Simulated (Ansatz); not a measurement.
**Is this RbSi₆ structure a true minimum?**

The structure comes from a generated guess, relaxed at this level; another structure or a mixture of phases may lie lower.

The calculation used Ansatz 0.2.0, DFT PBE, scalar-relativistic, plane waves, PAW. Settings: cutoff 420 eV, Γ-centred mesh 8×8×8 on the computed 7-atom cell, Gaussian smearing of 0.10 eV; no spin polarisation.

The cell below (7 atoms, space group Im-3m (No. 229)) is relaxed within its symmetry.

```cif
data_structure
_symmetry_space_group_name_H-M 'P 1'
_symmetry_Int_Tables_number 1
_cell_length_a 5.8922
_cell_length_b 5.8922
_cell_length_c 5.8922
_cell_angle_alpha 109.471
_cell_angle_beta 109.471
_cell_angle_gamma 109.471
_cell_volume 157.47
loop_
_atom_site_label
_atom_site_type_symbol
_atom_site_fract_x
_atom_site_fract_y
_atom_site_fract_z
_atom_site_occupancy
Rb1 Rb 0.00000 0.00000 0.00000 1
Si1 Si 0.75000 0.25000 0.50000 1
Si2 Si 0.25000 0.75000 0.50000 1
Si3 Si 0.50000 0.25000 0.75000 1
Si4 Si 0.75000 0.50000 0.25000 1
Si5 Si 0.50000 0.75000 0.25000 1
Si6 Si 0.25000 0.50000 0.75000 1
```

For the test it was strained at random (σ = 1.5 % a component), the atoms were moved at random (σ = 0.10 Å), and all was relaxed again on a coarse 4×4×4 mesh (in the run’s order of axes) with 0.20 eV smearing, with no symmetry imposed.

The cell is a metal run without spin; a magnetic state may lie lower.

Question: Does it come back?

Answer: It returns, within 1 meV/atom of the unmoved cell on that mesh and with the same symmetry when read at 0.1 Å (R-3m at 0.01 Å, so small strains and shifts remain). No instability shows in this cell; modes of other wave vectors, which need another repeat, aren't tested.
